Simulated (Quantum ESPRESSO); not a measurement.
```xyz
5
Lattice="3.8915 0.0000 0.0000 -1.9457 3.3701 0.0000 0.0000 0.0000 6.2342" Properties=species:S:1:pos:R:3 pbc="T T T"
La     1.9457     1.1234     4.6988
La     0.0000     2.2467     1.5354
O      1.9457     1.1234     2.2193
O      0.0000     2.2467     4.0149
O      0.0000     0.0000     0.0000
```
The cell was made here from a computed Materials Project entry: strained by +2 % along the unique axis and by -1 % across it, atoms relaxed (PBE without dispersion, pw.x of a modified build of Quantum ESPRESSO, symmetry kept). The parent is La2O3 in P-3m1. Stability against distortions was not tested. The run has no spin polarisation.

A lattice sum over point charges, one formal value an element (La +3, O -2), with no Sternheimer factor, costs far less than a self-consistent run. Taken along the main axis of each site's self-consistent tensor, it gives:

```json
[
 {"site": "La (atoms 1, 2)", "V along that axis, point charges (a.u.)": "0.012"},
 {"site": "O1 (atoms 3, 4)", "V along that axis, point charges (a.u.)": "-0.015"},
 {"site": "O2 (atom 5)", "V along that axis, point charges (a.u.)": "-0.019"}
]
```

**Question.** How do the values of a PBE PAW density (pw.x of Quantum ESPRESSO, JTH datasets) with the all-electron reconstruction of Petrilli and co-workers compare?

**Answer.** 
| site | Vzz, PAW (a.u.) | PAW over point charges |
|---|---|---|
| La | 1.306 | 110 |
| O1 | 0.097 | -6.6 |
| O2 | -0.090 | 4.6 |
Along that axis the sign differs on O1.  Cores are frozen. Against all-electron runs on small test molecules, this scheme's |Vzz| missed by −2 to +6 % on O. La had no test against all-electron runs. Spin–orbit coupling is left out, a limit on La.
